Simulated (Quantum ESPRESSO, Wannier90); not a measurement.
**Tight-binding from DFT: BaF$_{2}$ (fluorite)**

```xyz
3
Lattice="0.0000 3.1129 3.1129 3.1129 0.0000 3.1129 3.1129 3.1129 0.0000" Properties=species:S:1:pos:R:3 pbc="T T T"
Ba     0.0000     0.0000     0.0000
F      1.5564     1.5564     1.5564
F     -1.5564    -1.5564    -1.5564
```

Structure: Materials Project mp-1029, symmetrised, not relaxed again. COD (Crystallography Open Database) has an entry of this formula and space group (matched by these alone). Level: PBEsol, no spin polarisation, no spin-orbit coupling; pw.x of Quantum ESPRESSO at 68 Ry with PseudoDojo potentials, 8×8×8 k-points, Wannier90. Density: 8×8×8 mesh, cold smearing 0.01 Ry. Spin-orbit coupling is left out although heavy elements are present.

A tight-binding model is made by disentanglement and projection with no localisation steps (num_iter = 0), so the 14 orbitals stay atom-like: hydrogen-like Ba: s;d; F: s;p, axes along x, y, z; frozen window up to 8.17 eV relative to the valence-band maximum. It follows pw.x to 11 meV rms for states up to 7.7 eV relative to the valence-band maximum. Matrix elements depend on this choice of orbitals and windows. Bands 4–6 (Ba 5p 94 %, F 2p 5 %) lie between the kept ones and are excluded.

Question: Which pairs of orbitals on different sites are coupled most strongly? Give distance, modulus and how many such pairs a cell has.

Answer: 
```
orbital      orbital  distance of the centres (Å)  modulus (eV)  pairs
---------  ---------  ---------------------------  ------------  -----
Ba s             F s                         2.70          2.65      8
Ba s            Ba s                         4.40          0.87      6
F s              F s                         3.11          0.48      6
Ba dyz          F px                         2.70          0.45      8
Ba dxy          F pz                         2.70          0.45      8
Ba dxz          F py                         2.70          0.45      8
Ba dyz          Ba s                         4.40          0.30      4
Ba dxy          Ba s                         4.40          0.30      4
Ba dxz          Ba s                         4.40          0.30      4
Ba s             F s                         5.16          0.27     24
Ba dxy          F py                         2.70          0.26      8
Ba dyz          F py                         2.70          0.26      8
Ba dxy          F px                         2.70          0.26      8
Ba dxz          F pz                         2.70          0.26      8
Ba dyz          F pz                         2.70          0.26      8
Ba dxz          F px                         2.70          0.26      8
Ba dx2-y2  Ba dx2-y2                         4.40          0.25      2
Ba dxz        Ba dxz                         4.40          0.24      2
Ba dxy        Ba dxy                         4.40          0.24      2
Ba dyz        Ba dyz                         4.40          0.24      2
Ba dz2          Ba s                         4.40          0.23      4
Ba dz2          F pz                         2.70          0.21      8
Ba s             F s                         6.78          0.20     24
Ba dx2-y2       Ba s                         4.40          0.20      8
Ba dx2-y2     Ba dz2                         4.40          0.19      8
Ba dz2        Ba dz2                         4.40          0.19      2
F s              F s                         5.39          0.19      4
Ba dx2-y2       F px                         2.70          0.18      8
Ba dx2-y2       F py                         2.70          0.18      8
F s              F s                         4.40          0.18     12
```
